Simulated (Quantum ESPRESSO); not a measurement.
# Si2PAlC4: a curve over one atom's position

Simulated, not a measurement. The program is pw.x of Quantum ESPRESSO 7.5 (plane-wave density functional theory). The cell is made up: 8 atoms on a wurtzite lattice, with randomly drawn elements, strain and displacements, not relaxed. PseudoDojo standard norm-conserving files (v0.5 for PBE, v0.4.1 for LDA and PBEsol) set the functional; there is no spin polarisation, spin-orbit coupling or dispersion term, and the masses in the input are unused placeholders.

Seven runs move atom 8 (C, counted in the order of the input) along z and keep all else fixed.

Input of the run at -0.0052:

```
&control calculation='scf', pseudo_dir='./dojo.nc.sr.pbe.v0_5.standard.upf', outdir='./o', disk_io='medium', tprnfor=.true., tstress=.true. /
&system ibrav=0, nat=8, ntyp=4, nbnd=22, ecutwfc=82.02448710, nosym=.true., tot_charge=0,
 occupations='smearing', smearing='fd', degauss=0.0018374661
/
&electrons conv_thr=7.350e-09, electron_maxstep=60, /
ATOMIC_SPECIES
Al 1.0 Al.upf
C 1.0 C.upf
P 1.0 P.upf
Si 1.0 Si.upf
CELL_PARAMETERS angstrom
3.0803 -0.002 0.0131
-0.0035 5.4451 -0.0112
0.0214 -0.0106 5.1181
ATOMIC_POSITIONS angstrom
Si -0.0451 -0.0119 -0.0182
P 1.796 2.7276 0.042
Si 1.5649 0.9061 2.6918
Al 0.0267 3.566 2.4684
C -0.0195 0.0184 2.0157
C 1.6327 2.8203 1.9632
C 1.5519 1.0067 4.4567
C 0.0745 3.6609 4.5164
K_POINTS automatic
6 4 4 1 1 1
```

```
shift of atom 8 along z (Å)  free energy less that of the input shown (eV)  Fx on atom 8 (eV/Å)  Fy on atom 8 (eV/Å)  Fz on atom 8 (eV/Å)  pressure (GPa)  iterations
                    -0.1392                                         0.1993                1.025               -1.061                3.113            4.37          14
                    -0.0702                                         0.0455                1.276               -1.172                1.397            3.95          14
                    -0.0320                                         0.0081                1.427               -1.217                0.572            3.86          14
                    -0.0052                                         0.0000                1.536               -1.243                0.041            3.84          14
                    +0.0804                                         0.0617                1.902               -1.293               -1.426            4.05          13
                    +0.1414                                         0.1756                2.171               -1.302               -2.284            4.40          12
                    +0.1611                                         0.2230                2.259               -1.301               -2.532            4.55          12
```

A cubic fit gives dFz/dz = -18.89 eV/Å² at zero shift. Across the table the free energy follows the integral of the force to within 0.1 meV. A rerun of one of the cells at 1347 eV and a 8 x 6 x 6 mesh moved values by no more than 0.005 eV in energy, 0.16 GPa in stress and 0.014 eV/Å in force.